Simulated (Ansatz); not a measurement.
Molecular dynamics on a 2×2×1 supercell (12 atoms) of MgI₂ (CdI2 type), relaxed with r2SCAN+rVV10. Forces come from PBEsol in Ansatz: constant energy and volume (NVE), velocities drawn at 1300 K, steps of 1.5 fs. Classical nuclei, no spin polarisation; a few dozen steps show the first response, not equilibrium.

```yaml
crystal:
  lattice:
    - [8.3144261629, -1.0e-10, 0.0]
    - [-4.1572130814, 7.200504275, 0.0]
    - [0.0, 0.0, 6.8733251562]
  atoms:
    - { symbol: Mg, position: [0.0, 0.0, 0.0] }
    - { symbol: I, position: [0.1666666667, 0.3333333333, 0.2426220995] }
    - { symbol: I, position: [0.3333333333, 0.1666666667, 0.7573779005] }
    - { symbol: Mg, position: [0.0, 0.5, 0.0] }
    - { symbol: I, position: [0.1666666667, 0.8333333333, 0.2426220995] }
    - { symbol: I, position: [0.3333333333, 0.6666666667, 0.7573779005] }
    - { symbol: Mg, position: [0.5, 0.0, 0.0] }
    - { symbol: I, position: [0.6666666667, 0.3333333333, 0.2426220995] }
    - { symbol: I, position: [0.8333333333, 0.1666666667, 0.7573779005] }
    - { symbol: Mg, position: [0.5, 0.5, 0.0] }
    - { symbol: I, position: [0.6666666667, 0.8333333333, 0.2426220995] }
    - { symbol: I, position: [0.8333333333, 0.6666666667, 0.7573779005] }
kpoints:
  mp_grid: { grid: [3, 3, 2] }
hamiltonian:
  xc: pbesol
scf:
  occupations: { method: fermi_dirac, width: 0.112 }
md:
  ensemble: nve
  temperature: 1300
  timestep: 1.5
  n_steps: 30
  initial_velocities: maxwell_boltzmann
  seed: 754
```

Command: `ansatz run input.yaml --threads 4 --pin off --max-ram 3686MiB --backend cpu --events-out ev --progress --plain --runs-dir out`.

Q: It ran on 4 threads of Arm Neoverse V2, with other jobs on the host. About how long did it take, and what peak of host memory did it reach?

A: About 3 min, with a peak of 1.5 GiB.

```tsv
step	t (fs)	T (K)	free energy F from step 0 (meV/atom)	kinetic energy (meV/atom)	largest force (eV/Å)
0	0	1300	0.0	154.0	0.06
1	1.5	1296	0.5	153.6	0.14
2	3	1285	1.8	152.2	0.28
3	4.5	1265	4.1	149.9	0.42
4	6	1239	7.2	146.8	0.57
5	7.5	1206	11.1	142.9	0.71
6	9	1167	15.8	138.3	0.85
7	10.5	1122	21.1	133.0	1.00
8	12	1072	27.0	127.0	1.14
9	13.5	1018	33.4	120.7	1.28
10	15	961	40.2	113.9	1.42
11	16.5	902	47.2	106.8	1.55
12	18	841	54.4	99.7	1.68
13	19.5	781	61.6	92.5	1.81
14	21	722	68.6	85.5	1.93
15	22.5	665	75.4	78.7	2.03
16	24	611	81.7	72.4	2.13
17	25.5	562	87.6	66.6	2.22
18	27	518	92.8	61.4	2.29
19	28.5	480	97.2	56.9	2.35
20	30	450	100.9	53.3	2.40
21	31.5	426	103.7	50.5	2.43
22	33	410	105.5	48.6	2.44
23	34.5	402	106.5	47.6	2.44
24	36	401	106.6	47.6	2.42
25	37.5	408	105.8	48.4	2.38
26	39	421	104.2	49.9	2.33
27	40.5	441	101.9	52.2	2.27
28	42	465	99.0	55.1	2.19
29	43.5	494	95.6	58.6	2.10
30	45	526	91.7	62.4	2.00
```

The temperature starts at 1300 K, is lowest at step 24 (401 K, 36 fs) and ends at 526 K. The atoms start on their lattice sites with kinetic energy alone, so much of it first passes into potential energy. The conserved energy stays within 0.11 meV an atom. By the last step the atoms have moved 0.23 Å in the root mean square, the drift of the whole cell taken out, 0.46 Å at most.

Positions (Å) and forces (eV/Å) at step 30:
```
Mg  -0.174  -0.366   0.127    -0.039   1.556  -0.176
I    0.004   2.408   1.722    -0.159   0.073  -0.425
I    2.162   1.331   5.210    -0.118  -0.548  -0.137
Mg  -2.097   3.728   0.165     0.614  -0.731  -0.268
I   -2.203   6.081   1.655     0.334  -0.163   0.364
I    0.156   4.807   5.123    -0.405  -0.222   0.392
Mg   4.116  -0.144  -0.106     0.128   0.295  -0.357
I    4.031   2.292   1.633     1.052  -0.234   0.891
I    6.322   1.063   5.207    -0.077   0.356   0.320
Mg   2.550   3.513  -0.047    -1.978   0.296  -0.091
I    1.944   6.072   1.698    -0.118  -0.528   0.311
I    4.167   4.838   5.218     0.768  -0.151  -0.823
```
